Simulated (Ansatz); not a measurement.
Starting cell, Zr (hcp, Mg type):

```yaml
crystal:
  lattice:
    - [3.24516, 0.00000, 0.00000]
    - [-1.62258, 2.81039, 0.00000]
    - [0.00000, 0.00000, 5.15415]
  atoms:
    - { symbol: Zr, position: [0.33333, 0.66667, 0.75000] }
    - { symbol: Zr, position: [0.66667, 0.33333, 0.25000] }
```

Two-dimensional scan of atom 2 (Zr, nearest neighbour Zr at 3.186 Å; its periodic images, 3.2 Å or more away, move with it): u runs along (1.000, 0.000, 0.000), v along (0.000, 1.000, 0.000) (Cartesian). Cell and other atoms are fixed.

Computed with r2SCAN (plane waves to 500 eV, PAW, scalar-relativistic; Ansatz, a quantum-chemistry and plane-wave program). k mesh 13×13×7 (Γ-centred), Fermi-Dirac smearing 0.05 eV. E stands for the smeared free energy. With partly filled bands, energies and forces of such displacements shift with the k mesh and the smearing. Zr is run without spin polarisation. Zr was relaxed with its symmetry unable to fall. ΔE is measured from the undisplaced structure. Axes are in Å.

Question: Predict the ΔE (meV/cell) at all points of the grid u = -0.800, -0.533, -0.267, 0.000, 0.267, 0.533, 0.800 by v = -0.800, -0.533, -0.267, 0.000, 0.267, 0.533, 0.800.

Answer: ΔE (meV/cell), with u across and v down:

```tsv
v \ u	-0.800	-0.533	-0.267	0.000	0.267	0.533	0.800
-0.800	228	295	336	354	336	295	228
-0.533	219	198	156	139	156	198	219
-0.267	216	155	77	41	77	155	216
0.000	248	129	41	0	41	129	248
0.267	374	176	75	41	75	176	374
0.533	550	280	151	134	151	280	550
0.800	649	358	226	207	226	358	649
```

(For displaced atoms, the force is minus the slope of the energy, and its curvature is a force constant, which sets phonon frequencies.)
